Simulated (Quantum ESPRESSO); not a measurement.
## CuTi3Ta3Al (input and log of a self-consistent run)

A calculation, not a measurement. The program is pw.x of Quantum ESPRESSO 7.5 (plane-wave density functional theory). The cell is made up: eight metal atoms on a hexagonal close-packed lattice, with elements, volume, strain and displacements drawn at random and not relaxed, so it may be unstable or far from any real phase. PseudoDojo standard norm-conserving files set the functional (PBE unless stated); there is no spin polarisation or spin-orbit coupling, the Fermi-Dirac width of 0.25 eV means electrons at about 2900 K, and the masses in the input are unused placeholders. The copper pseudopotential is less sure than most, with forces differing by about three percent and pressure by about two GPa from a second method on plain copper. Heavy elements are run without spin-orbit coupling, which real alloys of them have. A spin test at this wide smearing found no moment, but such smearing suppresses magnetism that the real alloy may have.

Input:

```
&control calculation='scf', pseudo_dir='./dojo.nc.sr.pbe.v0_5.standard.upf', outdir='./o', disk_io='minimal', tprnfor=.true., tstress=.true. /
&system ibrav=0, nat=8, ntyp=4, nbnd=65, ecutwfc=92.02030273, nosym=.true., tot_charge=0,
 occupations='smearing', smearing='fd', degauss=0.0183746611
/
&electrons conv_thr=1.470e-08, electron_maxstep=70, mixing_beta=0.5 /
ATOMIC_SPECIES
Al 1.0 Al.upf
Cu 1.0 Cu.upf
Ta 1.0 Ta.upf
Ti 1.0 Ti.upf
CELL_PARAMETERS angstrom
0.0281 5.0486 -0.0047
2.7925 0.0119 4.5393
2.8226 0.0205 -4.5583
ATOMIC_POSITIONS angstrom
Cu 0.0045 0.0093 0.0222
Ti 2.8573 -0.0638 -0.0338
Ta 2.8678 1.7369 -2.2585
Ti 2.8227 1.6624 2.3368
Ti 1.467 2.5756 -0.0497
Al 4.2152 2.446 0.0359
Ta 1.51 4.2184 -2.2293
Ta 1.4219 4.2769 2.2816
K_POINTS automatic
5 5 5 1 1 1
```

The log is shortened where brackets say so; the opening notice, blank lines, dates and the lines on written files are dropped, and the path of the files is cut. It prints rydbergs, bohrs and kilobars, and counts compression as positive stress. Its total energy is the free energy E - TS of the whole cell.

```
     Program PWSCF v.7.5
     Parallel version (MPI & OpenMP), running on       4 processor cores
     Number of MPI processes:                 4
     Threads/MPI process:                     1
     [start-up lines left out]
     bravais-lattice index     =            0
     lattice parameter (alat)  =       9.5406  a.u.
     unit-cell volume          =     870.1672 (a.u.)^3
     number of atoms/cell      =            8
     number of atomic types    =            4
     number of electrons       =        97.00
     number of Kohn-Sham states=           65
     kinetic-energy cutoff     =      92.0203  Ry
     charge density cutoff     =     368.0812  Ry
     scf convergence threshold =      1.5E-08
     mixing beta               =       0.5000
     number of iterations used =            8  plain     mixing
     Exchange-correlation= PBE
                           (   1   4   3   4   0   0   0)
     [axes and pseudopotential details left out]
   Cartesian axes
     site n.     atom                  positions (alat units)
         1        Cu     tau(   1) = (   0.0008913   0.0018421   0.0043972  )
         2        Ti     tau(   2) = (   0.5659499  -0.0126370  -0.0066948  )
         3        Ta     tau(   3) = (   0.5680296   0.3440305  -0.4473446  )
         4        Ti     tau(   4) = (   0.5590966   0.3292742   0.4628536  )
         5        Ti     tau(   5) = (   0.2905710   0.5101531  -0.0098442  )
         6        Al     tau(   6) = (   0.8349112   0.4844830   0.0071108  )
         7        Ta     tau(   7) = (   0.2990881   0.8355451  -0.4415609  )
         8        Ta     tau(   8) = (   0.2816380   0.8471323   0.4519201  )
     number of k points=    63  Fermi-Dirac smearing, width (Ry)=  0.0184
                       cart. coord. in units 2pi/alat
        k(    1) = (   0.1792562   0.0990045   0.0006867), wk =   0.0320000
        k(    2) = (   0.3587141   0.0979029  -0.1097099), wk =   0.0320000
     [further k points left out]
     Dense  grid:   103795 G-vectors     FFT dimensions: (  60,  64,  64)
     Estimated max dynamical RAM per process >     392.25 MB
     Estimated total dynamical RAM >       1.46 GB
     Initial potential from superposition of free atoms
     starting charge      96.9897, renormalised to      97.0000
     Starting wfcs are   74 randomized atomic wfcs
     total cpu time spent up to now is       10.6 secs
     per-process dynamical memory:   308.7 Mb
     Self-consistent Calculation
     iteration #  1     ecut=    92.02 Ry     beta= 0.50
     Davidson diagonalization with overlap
     ethr =  1.00E-02,  avg # of iterations =  2.3
     total cpu time spent up to now is       34.6 secs
     total energy              =   -1113.54574284 Ry
     estimated scf accuracy    <      24.70893417 Ry
     iteration #  2     ecut=    92.02 Ry     beta= 0.50
     Davidson diagonalization with overlap
     ethr =  1.00E-02,  avg # of iterations =  3.3
     total cpu time spent up to now is       62.5 secs
     total energy              =   -1127.60237870 Ry
     estimated scf accuracy    <      61.81590621 Ry
     iteration #  3     ecut=    92.02 Ry     beta= 0.50
     Davidson diagonalization with overlap
     ethr =  1.00E-02,  avg # of iterations =  3.4
     total cpu time spent up to now is       86.6 secs
     total energy              =   -1131.58449551 Ry
     estimated scf accuracy    <       8.78475964 Ry
     iteration #  4     ecut=    92.02 Ry     beta= 0.50
     Davidson diagonalization with overlap
     ethr =  9.06E-03,  avg # of iterations =  1.1
     total cpu time spent up to now is      105.5 secs
     total energy              =   -1131.28914071 Ry
     estimated scf accuracy    <       5.53447765 Ry
     iteration #  5     ecut=    92.02 Ry     beta= 0.50
     Davidson diagonalization with overlap
     ethr =  5.71E-03,  avg # of iterations =  1.5
     total cpu time spent up to now is      125.2 secs
     total energy              =   -1130.94553302 Ry
     estimated scf accuracy    <       3.12308138 Ry
     [iterations 6 to 16 left out]
     iteration # 17     ecut=    92.02 Ry     beta= 0.50
     Davidson diagonalization with overlap
     ethr =  5.09E-09,  avg # of iterations =  3.5
     total cpu time spent up to now is      410.5 secs
     total energy              =   -1130.61931987 Ry
     estimated scf accuracy    <       0.00001046 Ry
     iteration # 18     ecut=    92.02 Ry     beta= 0.50
     Davidson diagonalization with overlap
     ethr =  5.09E-09,  avg # of iterations =  1.7
     total cpu time spent up to now is      430.3 secs
     total energy              =   -1130.61932063 Ry
     estimated scf accuracy    <       0.00000012 Ry
     iteration # 19     ecut=    92.02 Ry     beta= 0.50
     Davidson diagonalization with overlap
     ethr =  1.21E-10,  avg # of iterations =  5.8
     total cpu time spent up to now is      457.5 secs
     total energy              =   -1130.61932066 Ry
     estimated scf accuracy    <       0.00000013 Ry
     iteration # 20     ecut=    92.02 Ry     beta= 0.50
     Davidson diagonalization with overlap
     ethr =  1.21E-10,  avg # of iterations =  2.0
     total cpu time spent up to now is      477.4 secs
     total energy              =   -1130.61932067 Ry
     estimated scf accuracy    <       0.00000001 Ry
     iteration # 21     ecut=    92.02 Ry     beta= 0.50
     Davidson diagonalization with overlap
     ethr =  1.52E-11,  avg # of iterations =  3.1
     total cpu time spent up to now is      499.2 secs
     End of self-consistent calculation
     [lines on levels left out]
!    total energy              =   -1130.61932067 Ry
     estimated scf accuracy    <          9.7E-09 Ry
     smearing contrib. (-TS)   =      -0.13404970 Ry
     internal energy E=F+TS    =   -1130.48527097 Ry
     The total energy is F=E-TS. E is the sum of the following terms:
     one-electron contribution =    -478.62099194 Ry
     hartree contribution      =     282.15666612 Ry
     xc contribution           =    -190.32273425 Ry
     ewald contribution        =    -743.69821090 Ry
     convergence has been achieved in  21 iterations
     Forces acting on atoms (cartesian axes, Ry/au):
     atom    1 type  2   force =     0.00438669    0.00383102    0.00159816
     atom    2 type  4   force =    -0.00166231    0.02890643    0.03451059
     atom    3 type  3   force =     0.00565753   -0.00801233   -0.03130165
     atom    4 type  4   force =     0.00328607    0.00086768    0.00160089
     atom    5 type  4   force =    -0.02576588   -0.01095382    0.03492374
     atom    6 type  1   force =     0.01917772    0.00779175   -0.00161945
     atom    7 type  3   force =    -0.03688483    0.00427509   -0.04325550
     atom    8 type  3   force =     0.03180499   -0.02670583    0.00354322
     Total force =     0.102848     Total SCF correction =     0.000291
     Computing stress (Cartesian axis) and pressure
          total   stress  (Ry/bohr**3)                   (kbar)     P=      102.36
   0.00081112  -0.00001253   0.00006259          119.32       -1.84        9.21
  -0.00001253   0.00036170   0.00001191           -1.84       53.21        1.75
   0.00006259   0.00001191   0.00091470            9.21        1.75      134.56
     init_run     :     10.04s CPU     10.46s WALL (       1 calls)
     electrons    :    484.37s CPU    488.65s WALL (       1 calls)
     forces       :      3.93s CPU      3.95s WALL (       1 calls)
     stress       :     13.76s CPU     14.10s WALL (       1 calls)
     [timing details left out]
     PWSCF        :   8m32.32s CPU   8m37.41s WALL
     JOB DONE.
```

In other units: free energy -15382.860 eV for the cell, pressure 10.24 GPa, largest force component 1.112 eV/Å in size. The run took 519 s of wall time with four MPI processes on a shared machine (Intel Xeon, older, virtual cores), so the time is rough. A rerun of this cell at a higher cutoff and on a denser mesh moved values by no more than 0.003 eV in energy, 0.02 GPa in stress and 0.003 eV/Å in force, and a second program with other atomic files agreed on that cell to 2 % rms in force and 0.5 GPa in pressure.